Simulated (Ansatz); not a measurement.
Input, command and steps of an Ansatz relaxation.

```yaml
crystal:
  lattice:
    - [4.2033916559, 0.0, 0.0]
    - [0.0, 4.2033916559, 0.0]
    - [0.0, 0.0, 4.1601866564]
  atoms:
    - { symbol: K, position: [0.0, 0.0, 0.0] }
    - { symbol: Ir, position: [0.0, 0.5, 0.5] }
    - { symbol: Ir, position: [0.5, 0.0, 0.5] }
    - { symbol: Ir, position: [0.5, 0.5, 0.0] }
basis:
  ecutwfc: 420
kpoints:
  mp_grid: { grid: [4, 4, 4] }
hamiltonian:
  xc: pbe
scf:
  occupations: { method: gaussian, width: 0.1 }
  lower_state_search: "off"
output:
  forces: true
  stress: true
  eigenvalues: true
relax:
  adjacent_minimum: "off"
  f_tol: 0.04
  max_steps: 70
  cell: { stress_tol: 0.4 }
```

```bash
ansatz run input.yaml --threads 1 --pin off --max-ram 2560MiB --backend cpu --events-out ev --progress --plain --runs-dir out
```

The calculation used Ansatz 0.2.0, DFT PBE, scalar-relativistic, plane waves, PAW.

Of 5 frames 5 are shown, positions in Å and forces in eV/Å; the SCF threshold varies from step to step. Steps run on the plane waves of an earlier cell, with a Pulay correction in the pressure. The basis is chosen afresh for the last frame, the zero of the energies, and at times for earlier ones too; energy and pressure step there, also at an unchanged geometry.

```xyz
4
Lattice="4.2034 0.0000 0.0000 0.0000 4.2034 0.0000 0.0000 0.0000 4.1602" Properties=species:S:1:pos:R:3:forces:R:3 pbc="T T T" step=1 free_energy_over_end_meV_per_atom=55.70 pressure_GPa=-10.72
K     0.0000    0.0000    0.0000    0.0000    0.0000    0.0000
Ir    0.0000    2.1017    2.0801    0.0000    0.0000    0.0000
Ir    2.1017    0.0000    2.0801    0.0000    0.0000    0.0000
Ir    2.1017    2.1017    0.0000    0.0000    0.0000    0.0000
4
Lattice="3.9975 0.0000 0.0000 0.0000 3.9975 0.0000 0.0000 0.0000 3.9827" Properties=species:S:1:pos:R:3:forces:R:3 pbc="T T T" step=2 free_energy_over_end_meV_per_atom=28.44 pressure_GPa=10.43
K     0.0000    0.0000    0.0000    0.0000    0.0000    0.0000
Ir    0.0000    1.9988    1.9914    0.0000    0.0000    0.0000
Ir    1.9988    0.0000    1.9914    0.0000    0.0000    0.0000
Ir    1.9988    1.9988    0.0000    0.0000    0.0000    0.0000
4
Lattice="4.0879 0.0000 0.0000 0.0000 4.0879 0.0000 0.0000 0.0000 4.0781" Properties=species:S:1:pos:R:3:forces:R:3 pbc="T T T" step=3 free_energy_over_end_meV_per_atom=0.43 pressure_GPa=-1.58
K     0.0000    0.0000    0.0000    0.0000    0.0000    0.0000
Ir    0.0000    2.0439    2.0391    0.0000    0.0000    0.0000
Ir    2.0439    0.0000    2.0391    0.0000    0.0000    0.0000
Ir    2.0439    2.0439    0.0000    0.0000    0.0000    0.0000
4
Lattice="4.0729 0.0000 0.0000 0.0000 4.0729 0.0000 0.0000 0.0000 4.0703" Properties=species:S:1:pos:R:3:forces:R:3 pbc="T T T" step=4 free_energy_over_end_meV_per_atom=-0.50 pressure_GPa=-0.18
K     0.0000    0.0000    0.0000    0.0000    0.0000    0.0000
Ir    0.0000    2.0364    2.0351    0.0000    0.0000    0.0000
Ir    2.0364    0.0000    2.0351    0.0000    0.0000    0.0000
Ir    2.0364    2.0364    0.0000    0.0000    0.0000    0.0000
4
Lattice="4.0729 0.0000 0.0000 0.0000 4.0729 0.0000 0.0000 0.0000 4.0703" Properties=species:S:1:pos:R:3:forces:R:3 pbc="T T T" step=5 free_energy_over_end_meV_per_atom=0.00 pressure_GPa=-0.16
K     0.0000    0.0000    0.0000    0.0000    0.0000    0.0000
Ir    0.0000    2.0364    2.0351    0.0000    0.0000    0.0000
Ir    2.0364    0.0000    2.0351    0.0000    0.0000    0.0000
Ir    2.0364    2.0364    0.0000    0.0000    0.0000    0.0000
```

The start puts this composition into another compound's structure type, which needn't suit it. At the end the space group is Pm-3m (tolerance 0.05 Å).

The run took 11 s on 1 thread of Arm Neoverse V2, with other jobs on the host, peak memory 0.34 GiB.

The k mesh is coarse. Spin–orbit coupling is left out, which can shift energies with elements as heavy as these.